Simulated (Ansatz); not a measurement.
**Electric field gradients in SnPt3**

Computed with DFT LDA, scalar-relativistic, plane waves, PAW (Ansatz). Cutoff 420 eV, 10×10×10 k-points (Γ-centred), Fermi-Dirac smearing of 0.15 eV. No spin polarisation.

Relaxed structure:
```
Sn Pt
1.0
     3.98038    0.00000    0.00000
     0.00000    3.98038    0.00000
     0.00000    0.00000    3.98038
Sn Pt
1 3
Cartesian
  0.0000 0.0000 0.0000
  0.0000 1.9902 1.9902
  1.9902 0.0000 1.9902
  1.9902 1.9902 0.0000
```

In a metal these results depend on the k mesh and the smearing. Spin–orbit coupling is left out, which matters for gradients at heavy nuclei.

Give V_zz (10²¹ V/m²) and the asymmetry η at each distinct site.

Answers

```csv
atom,V_zz,η
Sn (atom 1),0.000,zero by symmetry
Pt (atom 2),-15.81,0.00
```

Cost: 1 run of about 0.13 core-minutes, on Intel Xeon Platinum 8259CL (Skylake/Cascade Lake) (shared hosts).